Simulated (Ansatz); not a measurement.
The relaxed structure here is a generated cell of TiAl: the first start was made by a random draw of sites in a space group, and the end was not matched to a known phase here, so it may be hypothetical. Known forms of TiAl include space group No. 123.

One stationary structure of TiAl. Space group Fm-3m (No. 225), rock salt type. These are PBE (plane waves to 420 eV, PAW, scalar-relativistic; Ansatz, an electronic-structure program) values and carry that method's errors.

Space group Fm-3m (No. 225); a = b = c = 5.2906 Å, α = β = γ = 90.00°

```json
[
 {"atom": "Al", "site": "4b", "symmetry": "m-3m", "x": "0.5000", "y": "0.5000", "z": "0.5000"},
 {"atom": "Ti", "site": "4a", "symmetry": "m-3m", "x": "0.0000", "y": "0.0000", "z": "0.0000"}
]
```
(The calculation used a cell of 2 atoms; values per cell refer to that cell.)

```yaml
volume_per_atom: 18.51 Å³
band_gap: no gap (metallic)
shortest_distances: Al–Ti 2.65 Å
k-mesh: 15×15×15
```

No spin polarisation in the result.

The run could not lose the symmetry of its start: the end is stationary, and may be a saddle point rather than a minimum.
